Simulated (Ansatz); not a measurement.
HfO$_{2}$ (tetragonal-ZrO2 type, space group P4_2/nmc)

```
CELL_PARAMETERS angstrom
      7.20885     0.00000     0.00000
      3.60443     3.60443     0.00000
      0.00000     0.00000     5.26427
ATOMIC_POSITIONS crystal
  Hf 0.00000 0.00000 0.00000
  Hf 0.50000 0.00000 0.00000
  Hf 0.00000 0.50000 0.50000
  Hf 0.50000 0.50000 0.50000
  O  0.75000 0.50000 0.19324
  O  0.25000 0.50000 0.19324
  O  0.75000 0.50000 0.69324
  O  0.25000 0.50000 0.69324
  O  0.25000 0.00000 0.30676
  O  0.75000 0.00000 0.30676
  O  0.25000 0.00000 0.80676
  O  0.75000 0.00000 0.80676
```

A phonon eigenvector at M = (0.5, 0.5, 0.0) is frozen into this cell: atom i moves by Q times the vector below, so Q is the largest atomic displacement, in Å. The cell is held. It is one choice among 2 degenerate patterns. (q is in reciprocal vectors of the primitive cell; the cell shown is doubled to hold the pattern.)

| atom | x | y | z |
|---|---|---|---|
| O5 | -0.120 | 0.478 | 0.000 |
| O6 | 0.120 | -0.478 | 0.000 |
| O7 | 0.058 | -0.998 | 0.000 |
| O8 | -0.058 | 0.998 | 0.000 |
| O9 | -0.998 | 0.058 | 0.000 |
| O10 | 0.998 | -0.058 | 0.000 |
| O11 | 0.478 | -0.120 | 0.000 |
| O12 | -0.478 | 0.120 | 0.000 |

Atoms not listed stay in place.

Method: PBE (plane waves to 420 eV, PAW, scalar-relativistic; Ansatz, a first-principles code). k mesh 9×9×6 (Γ-centred), Fermi-Dirac smearing 0.05 eV. Energies are smeared free energies. HfO2 is run without spin polarisation. HfO2 was relaxed with its symmetry unable to fall. Spin-orbit coupling is left out, though Hf is heavy. This is a high-temperature form of HfO2. The zero of ΔE is the undisplaced structure.

```json
[
 {"Q (Å)": "-0.180", "ΔE (meV/cell)": "175.3"},
 {"Q (Å)": "-0.150", "ΔE (meV/cell)": "116.4"},
 {"Q (Å)": "-0.120", "ΔE (meV/cell)": "withheld"},
 {"Q (Å)": "-0.090", "ΔE (meV/cell)": "39.1"},
 {"Q (Å)": "-0.060", "ΔE (meV/cell)": "17.0"},
 {"Q (Å)": "-0.030", "ΔE (meV/cell)": "4.2"},
 {"Q (Å)": "0.000", "ΔE (meV/cell)": "0.0"},
 {"Q (Å)": "0.030", "ΔE (meV/cell)": "4.2"},
 {"Q (Å)": "0.060", "ΔE (meV/cell)": "17.0"},
 {"Q (Å)": "0.090", "ΔE (meV/cell)": "39.1"},
 {"Q (Å)": "0.120", "ΔE (meV/cell)": "withheld"},
 {"Q (Å)": "0.150", "ΔE (meV/cell)": "116.4"},
 {"Q (Å)": "0.180", "ΔE (meV/cell)": "175.3"}
]
```

Task: Fit an even polynomial form (powers 2, 4) to the given rows and predict ΔE at Q = 0.120.

Result: Least squares on the 11 given rows: ΔE = (4634)·Q² + (23970)·Q⁴, in meV/cell with Q in Å; root-mean-square residual 0.01 meV/cell. At 0.120 the fit gives 71.7 meV/cell; the calculation gives 71.7 meV/cell, the same to the digits shown. The quadratic term alone would give 66.7 meV/cell.

(A displaced cell: forces are minus the slopes of the energy, force constants its curvatures, and phonons follow from these.)
